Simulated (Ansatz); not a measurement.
Each is relaxed and computed with DFT-LDA in the program Ansatz with PAW potentials. Which alone has a direct gap?
A. SrO, rock salt
B. WS2, P6_3/mmc (W on 2c, S on 4f)
C. GaN, rock salt
D. PbS, rock salt

D, PbS, rock salt. PbS: gap 0.07 eV (direct); WS2: gap 0.83 eV (indirect); SrO: gap 3.12 eV (indirect); GaN: gap 0.59 eV (indirect). Not the usual ambient phase: GaN, rock salt. Weakly bound layers, chains or molecules computed without a dispersion correction, so cells and soft constants are ill determined: WS2, P6_3/mmc (W on 2c, S on 4f). Unstable at this level: PbS, rock salt. All cells were relaxed under the symmetry of their starts (and spin orders); stability against distortions was not tested throughout. Rows with no word on spin ran without spin polarisation. Spin–orbit coupling is left out wherever it is not named.

Potentials: the earlier of the program's two PAW sets.
